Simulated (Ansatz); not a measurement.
NaPtI3: from a guess to a relaxed structure

Theory: Ansatz 0.2.0, DFT PBE, scalar-relativistic, plane waves, PAW. Cutoff 420 eV, Gaussian smearing, Γ-centred meshes. Cell and atoms relax on a converged mesh. In metals the finer mesh still leaves noise of several meV/atom or more. The steps can't lower the symmetry of their start. No spin polarisation.

Recipe of this trial structure of NaPtI3: perovskite family, tilts a0a0c+ (P4/mbm, No. 127) (A site Na; B site Pt; X site I). Lengths were set from tabulated atomic sizes, so they are only a guess.

```cif
data_structure
_symmetry_space_group_name_H-M 'P 1'
_symmetry_Int_Tables_number 1
_cell_length_a 7.6844
_cell_length_b 7.6844
_cell_length_c 5.4337
_cell_angle_alpha 90.000
_cell_angle_beta 90.000
_cell_angle_gamma 90.000
_cell_volume 320.86
loop_
_atom_site_label
_atom_site_type_symbol
_atom_site_fract_x
_atom_site_fract_y
_atom_site_fract_z
_atom_site_occupancy
Na1 Na 0.00000 0.50000 0.50000 1
Na2 Na 0.50000 0.00000 0.50000 1
Pt1 Pt 0.50000 0.50000 0.00000 1
Pt2 Pt 0.00000 0.00000 0.00000 1
I1 I 0.77304 0.27304 0.00000 1
I2 I 0.72696 0.77304 0.00000 1
I3 I 0.50000 0.50000 0.50000 1
I4 I 0.22696 0.72696 0.00000 1
I5 I 0.27304 0.22696 0.00000 1
I6 I 0.00000 0.00000 0.50000 1
```

The zero of energy is the elements' standard structures at the same level; no fitted shifts are applied.

Question: Where does the relaxation end?

Answer: The symmetry stays P4/mbm (No. 127). The volume per atom grows by 3.5 %, from 32.1 to 33.2 Å³. The shortest distance goes from 2.72 Å (Pt–I) to 2.80 Å (Pt–I). Conventional cell: a = 7.663 Å, c = 5.657 Å. Na has 4 I at 3.48 Å and 4 I at 3.83 Å; Pt has 6 I at 2.80–2.83 Å; around I on a site of symmetry m2m lie 2 Pt at 2.80 Å and 2 Na at 3.48 Å; I on a site of symmetry 4/m is surrounded by 2 Pt at 2.83 Å and 4 Na at 3.83 Å.

```cif
data_structure
_symmetry_space_group_name_H-M 'P 1'
_symmetry_Int_Tables_number 1
_cell_length_a 7.6628
_cell_length_b 7.6628
_cell_length_c 5.6572
_cell_angle_alpha 90.000
_cell_angle_beta 90.000
_cell_angle_gamma 90.000
_cell_volume 332.18
loop_
_atom_site_label
_atom_site_type_symbol
_atom_site_fract_x
_atom_site_fract_y
_atom_site_fract_z
_atom_site_occupancy
Na1 Na 0.00000 0.50000 0.50000 1
Na2 Na 0.50000 0.00000 0.50000 1
Pt1 Pt 0.50000 0.50000 0.00000 1
Pt2 Pt 0.00000 0.00000 0.00000 1
I1 I 0.81364 0.31364 0.00000 1
I2 I 0.68636 0.81364 0.00000 1
I3 I 0.50000 0.50000 0.50000 1
I4 I 0.18636 0.68636 0.00000 1
I5 I 0.31364 0.18636 0.00000 1
I6 I 0.00000 0.00000 0.50000 1
```

Question: Give its energy and gap.

Answer: The energy over the elements is −0.45 eV/atom and the gap on the 6×6×8 mesh of the 10-atom cell is 0 eV (a metal).

It lies below the elements, which doesn't yet make it stable against other compounds or structures.

The last run used Gaussian smearing of 0.10 eV. Spin–orbit coupling, which can matter for I and Pt, is left out. The reference form of I is held partly by dispersion forces, which this level lacks. A structure relaxed within its symmetry needn't be a true minimum.
